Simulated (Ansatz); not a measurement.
Starting cell, GaP (zinc blende):

```xyz
4
Lattice="0.0000 5.4514 5.4514 2.7257 0.0000 2.7257 2.7257 2.7257 0.0000" Properties=species:S:1:pos:R:3 pbc="T T T"
P      4.0885     4.0885     4.0885
P      4.0885     6.8142     6.8142
Ga     0.0000     0.0000     0.0000
Ga     2.7257     5.4514     2.7257
```

The atoms are displaced by Q × the pattern below (from a DFPT mode at L = (0.5, 0.0, 0.0), largest move 1; Q in Å), at fixed cell. (q is in reciprocal vectors of the primitive cell; the cell shown is doubled to hold the pattern.)

| atom | x | y | z |
|---|---|---|---|
| P1 | -0.099 | 0.099 | 0.099 |
| P2 | 0.099 | -0.099 | -0.099 |
| Ga3 | -0.577 | 0.577 | 0.577 |
| Ga4 | 0.577 | -0.577 | -0.577 |

Computed with r2SCAN (plane waves to 500 eV, PAW, scalar-relativistic; Ansatz, a program for electronic structure). k mesh 5×10×10 (Γ-centred), Fermi-Dirac smearing 0.05 eV. GaP was relaxed with its symmetry unable to fall.

At one point of the scan the forces (eV/Å) are:

| atom | Fx | Fy | Fz |
|---|---|---|---|
| P1 | -0.264 | 0.264 | 0.264 |
| P2 | -0.365 | 0.365 | 0.365 |
| Ga3 | 1.839 | -1.839 | -1.839 |
| Ga4 | -1.210 | 1.210 | 1.210 |

Q: Which point is it?
A. Q = 0.233 Å
B. Q = 0.047 Å
C. Q = 0.093 Å
D. Q = 0.187 Å

A: D, Q = 0.187 Å

(A displaced cell: forces are minus the slopes of the energy, force constants its curvatures, and phonons follow from these.)
